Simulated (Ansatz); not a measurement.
**Property card for YInCu**

YInCu:
```
CELL_PARAMETERS angstrom
      7.39028     0.00000     0.00000
     -3.69514     6.40017     0.00000
      0.00000     0.00000     3.98354
ATOMIC_POSITIONS crystal
  Y  0.41121 0.00000 0.50000
  Y  0.58879 0.58879 0.50000
  Y  0.00000 0.41121 0.50000
  In 0.74755 0.00000 0.00000
  In 0.25245 0.25245 0.00000
  In 0.00000 0.74755 0.00000
  Cu 0.33333 0.66667 0.00000
  Cu 0.66667 0.33333 0.00000
  Cu 0.00000 0.00000 0.50000
```

Space group P-62m (No. 189); conventional cell a = 7.390 Å, b = 7.390 Å, c = 3.984 Å, α = 90.00°, β = 90.00°, γ = 120.00°.

Method: the program Ansatz at the r²SCAN level (PAW). Geometry: relaxed at this level of theory. Other levels are named where they apply.

**Cell and energy**

* **Volume per atom**: 20.94 Å³
* **Density**: 7.07 g/cm³
* **Formation energy from the elements (no fitted shifts)**: -0.51 eV/atom

**Electronic structure**

- Electronic character: metallic (no gap)
- Density of states at the Fermi level: 0.45 states/eV per atom (mean over ±0.08 eV)

The workflow started from a Materials Project entry (that database holds measured and hypothetical structures alike); the Crystallography Open Database copy checked does not list it. Its standing as an ambient phase is unchecked. Symmetry was held in the r²SCAN relaxation; its stability against distortions is not shown here. No spin polarisation was allowed. Axis ratios of metals converge slowly with the k-mesh, so a and c are less sure than the volume. The references are the lowest solids computed at this level, not always the standard phases. Spin–orbit coupling is left out wherever it is not named.

Potentials: the later of the program's two PAW sets.
